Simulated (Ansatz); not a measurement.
BaTiO₃:
```
BaTiO3
1.0
    3.93456     0.00000     0.00000
    0.00000     3.93456     0.00000
    0.00000     0.00000     3.93456
Ba Ti O
1 1 3
Cartesian
  0.00000   0.00000   0.00000
  1.96728   1.96728   1.96728
  0.00000   1.96728   1.96728
  1.96728   1.96728   0.00000
  1.96728   0.00000   1.96728
```

Relaxed with LDA.

**Question.** Decompose the optical modes at the zone centre into irreducible representations, and say which are infrared and Raman allowed.

**Answer.** Point group m-3m: Γ_opt = 3T1u + T2u. Infrared: T1u. Raman: none.

**Question.** Assign frequencies (DFPT, LDA (plane waves, PAW; program Ansatz); without the LO–TO term).

**Answer.** T1u 156i, T1u 181, T2u 284, T1u 480 cm⁻¹.

Space group Pm-3m (cubic perovskite). This is a known high-temperature phase of the composition, computed here at zero pressure and temperature. The cell was relaxed with LDA under the symmetry of its start. At this level the phase is dynamically unstable (imaginary phonons). The run is not spin-polarised. Scalar-relativistic: spin–orbit coupling is off unless named, which matters more the heavier the elements.

Potentials: the later of the program's two PAW sets.
